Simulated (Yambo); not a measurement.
Yambo run on AgNO$_{3}$ (space group R3m, No. 160). The wavefunctions are norm-conserving PBEsol (Quantum ESPRESSO, 84 Ry, with spin-orbit coupling) ones on a 4×4×4 mesh (42 occupied bands); a = 4.0734 Å, b = 4.0734 Å, c = 4.0734 Å, α = 78.42°, β = 78.42°, γ = 78.42°.

Yambo input:

```
rim_cut
gw0
dyson
el_el_corr
HF_and_locXC
cohsex
em1s
RandQpts= 1000000
RandGvec= 1 Ry
EXXRLvcs= 84 Ry
VXCRLvcs= 336 Ry
Chimod= "HARTREE"
% BndsRnXs
 9 | 162 |
%
NGsBlkXs= 6 Ry
% LongDrXs
 1.0 | 1.0 | 1.0 |
%
ExtendOut
% QPkrange
 3 | 3 | 42 | 42 |
 13 | 13 | 42 | 43 |
%
```

k points by index: 3 = L, 13 = Z.

Table of the .qp output:

```
#    K-point    Band    Eo [eV]    E [eV]    E-Eo [eV]    Vxc [eV]    Vnlxc [eV]    Sc|Eo [eV]    Re(Z)    Im(Z)
#
    3    42    0.000000    -2.610580    -2.610580    -23.14655    -29.48948    3.732351    1.000000    0.000000
    13    42    -0.567252    -3.075650    -2.508398    -20.67798    -26.98145    3.795066    1.000000    0.000000
    13    43    1.569917    2.353063    0.783146    -15.70231    -11.07266    -3.846501    1.000000    0.000000
```
(The two width columns are left out.) Convergence of these settings isn't established.

Geometry relaxed with PBE+D3(BJ).
